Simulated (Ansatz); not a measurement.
## Notes on BaTiO$_{3}$

```yaml
crystal:
  lattice:
    - [4.00605, 4.00605, 0.00000]
    - [4.00605, -4.00605, 0.00000]
    - [0.00000, 0.00000, 4.02427]
  atoms:
    - { symbol: Ba, position: [0.00000, 0.00000, 0.00000] }
    - { symbol: Ba, position: [0.50000, 0.50000, 0.00000] }
    - { symbol: Ti, position: [0.00000, 0.50000, 0.48200] }
    - { symbol: Ti, position: [0.50000, 0.00000, 0.48200] }
    - { symbol: O, position: [0.00000, 0.50000, 0.01600] }
    - { symbol: O, position: [0.50000, 0.00000, 0.01600] }
    - { symbol: O, position: [0.25000, 0.25000, 0.51500] }
    - { symbol: O, position: [0.75000, 0.75000, 0.51500] }
    - { symbol: O, position: [0.25000, 0.75000, 0.51500] }
    - { symbol: O, position: [0.75000, 0.25000, 0.51500] }
```

Method: r2SCAN, collinear spin; PAW, plane waves to 500 eV, 4×4×6 Γ-centred mesh, fermi-dirac occupations (width 0.1 eV) (Ansatz 0.2.0), atoms fixed.

The state carries no moments; the state need not be the lowest.

**Contacts.** Ti–O at 1.88 Å: least valence density 0.88 e/Å³ and ELF 0.23 there. Ba–O at 2.80 Å: least valence density 0.18 e/Å³ and ELF 0.08 there, a closed-shell (ionic or weak) contact. These are pseudo-fields; inside the PAW spheres they differ from the all-electron ones.
**Charges.** Bader charges in e: Ba +1.58, Ti +2.31, O -1.29. In the mean Ti gives up most and O takes most.
**Electronic structure.** The gap is 2.18 eV, indirect or between spins (the least direct gap found is 2.23 eV).
**Forces.** The largest is on O6 (and as large on other atoms): 0.48 eV/Å, components (0.00, 0.00, 0.48). It makes 0° with the line to a nearest neighbour, Ti4 at 1.88 Å, pointing towards it.
**Stress.** The pressure is -1.4 GPa (compression positive), so with the atoms held at these fractions the cell would first shrink. The principal stresses -1.8, -1.8, -0.4 GPa differ, so its shape would change too.
**Band edges.** Within 0.7 eV of the edges, the states project mainly on O p (95 %) below the gap and on Ti d (89 %) above it.
**Formation energy.** -3.40 eV an atom against the elements' usual phases (free molecules for gases, crystals otherwise, with no correction for O₂ or N₂), so it is bound against them; other compounds may still compete. Relaxing would lower it.

Origin: a database entry at a rescaled volume. Caveats: the input typed no starting moments.
